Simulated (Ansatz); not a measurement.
## Cs2W3SeO12 — ¹⁷O NMR of the central transition

Cell: a computed structure from the Materials Project (it need not be an observed phase), taken as it stands.

Space group P6_3 (No. 173); a = 7.3601, c = 13.1624 Å, γ = 120.00°.

| site | Wyckoff | site symmetry | x | y | z |
| --- | --- | --- | --- | --- | --- |
| Cs1 | 2b | 3.. | 0.6667 | 0.3333 | 0.2213 |
| Cs2 | 2b | 3.. | 0.3333 | 0.6667 | 0.0946 |
| W | 6c | 1 | 0.8124 | 0.6616 | 0.8946 |
| Se | 2a | 3.. | 0.0000 | 0.0000 | 0.6769 |
| O13 | 6c | 1 | 0.8772 | 0.1265 | 0.7317 |
| O19 | 6c | 1 | 0.9103 | 0.4590 | 0.8550 |
| O25 | 6c | 1 | 0.8723 | 0.7523 | 0.4020 |
| O31 | 6c | 1 | 0.1911 | 0.7967 | 0.5247 |

One atom of each set is listed.

Level of theory: DFT, r2SCAN, plane waves and PAW, scalar-relativistic, 500 eV cutoff, Γ-centred 4×4×2 k-points, Fermi–Dirac smearing 0.02 eV (Ansatz 0.2.0).

¹⁷O has I = 5/2 and Q = -25.58 mb (Pyykkö 2018); at 35.2 T its Larmor frequency is ν₀ = 203.3 MHz. Only the quadrupole interaction is simulated: positions count from each site's isotropic chemical shift, and J coupling is left out, as are shift anisotropy and dipolar coupling, which fast spinning averages.

Simulated pattern of one O site (fast magic-angle spinning, Gaussian broadening 0.03 kHz):

```
offset (kHz)  height
     -0.5932       0
     -0.5663       4
     -0.5393       9
     -0.5123      14
     -0.4854      22
     -0.4584      24
     -0.4314      26
     -0.4045      28
     -0.3775      31
     -0.3506      35
     -0.3236      55
     -0.2966     100
     -0.2697      93
     -0.2427      93
     -0.2157      86
     -0.1888      65
     -0.1618      54
     -0.1348      48
     -0.1079      43
     -0.0809      40
     -0.0539      37
     -0.0270      32
      0.0000      13
      0.0269       1
```

Question: Which |C_Q| and η does the pattern imply?

Answer: The pattern spans 0.562 kHz before broadening and its centre of gravity is at -0.246 kHz, which fixes P_Q; the places of the horns and steps fix η. That gives P_Q = 2.89 MHz, |C_Q| = 2.65 MHz and η = 0.76, the values that the calculation gives site O19 (2 W at 1.89–2.02 Å, angle 136°; also 1 Cs at 3.22 Å). The other sites have |C_Q| = 8.93, 2.91, 1.69 MHz. The sign of C_Q can't be read from the pattern.

At this cell the r2SCAN pressure is -6 GPa, so with r2SCAN the cell would shrink if it were relaxed. The entry's cell may itself be off. The largest force is 1.3 eV/Å, so the atoms aren't at the calculated equilibrium and relaxing them would move these values. Without spin–orbit coupling the gradients at and beside W can be off by some per cent, at some sites by more.

The run took 3.9 min of wall time (3.9 min of CPU time) and 2.3 GiB at its peak, on 1 thread of Arm Neoverse V2 (aarch64; 8 cores open to the job, memory cap 3.0 GiB, no GPU), a shared host with a load of 0.3 a core.
